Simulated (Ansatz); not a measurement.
HfCo$_{3}$B$_{2}$:
```yaml
crystal:
  lattice:
    - [4.79466, 0.00000, 0.00000]
    - [-2.39733, 4.15230, 0.00000]
    - [0.00000, 0.00000, 3.02143]
  atoms:
    - { symbol: B, position: [0.33333, 0.66667, 0.00000] }
    - { symbol: B, position: [0.66667, 0.33333, 0.00000] }
    - { symbol: Co, position: [0.50000, 0.00000, 0.50000] }
    - { symbol: Co, position: [0.50000, 0.50000, 0.50000] }
    - { symbol: Co, position: [0.00000, 0.50000, 0.50000] }
    - { symbol: Hf, position: [0.00000, 0.00000, 0.00000] }
```

Relaxed with r²SCAN. Special points in fractions of this cell's reciprocal vectors: Γ (0.000, 0.000, 0.000); M (0.500, 0.000, 0.000); K (0.333, 0.333, 0.000); A (0.000, 0.000, 0.500); L (0.500, 0.000, 0.500); H (0.333, 0.333, 0.500).

**Question.** List the band energies nearest the Fermi level at these points for plane-wave PAW r²SCAN (Ansatz code).

**Answer.** In eV from the Fermi level; about four levels below and three above (degenerate sets whole), none deeper than 8.9 eV; points with the same levels are listed once.

```json
[
 {"k": "Γ", "below": "-1.11 -1.11 -0.85 -0.85 -0.74", "above": "0.62 0.69 0.71"},
 {"k": "M", "below": "-1.86 -1.85 -1.51 -0.89 -0.78", "above": "0.12 1.04 1.41"},
 {"k": "K", "below": "-1.48 -1.48 -1.19 -0.62", "above": "0.17 1.15 1.15"},
 {"k": "A", "below": "-0.86 -0.86 -0.45 -0.45", "above": "0.63 4.35 5.75 5.75"},
 {"k": "L", "below": "-0.88 -0.72 -0.48 -0.30", "above": "1.18 1.83 3.12"},
 {"k": "H", "below": "-0.90 -0.90 -0.57 -0.21", "above": "0.65 3.11 3.11"}
]
```

Space group P6/mmm. The workflow started from an entry of the Crystallography Open Database (COD). Whether it is the stable phase at ambient conditions was not checked. Symmetry was held in the r²SCAN relaxation; its stability against distortions is not shown here. The workflow began spin-polarised and lost its moments. Spin–orbit coupling is left out wherever it is not named.

Potentials: the later of the program's two PAW sets.
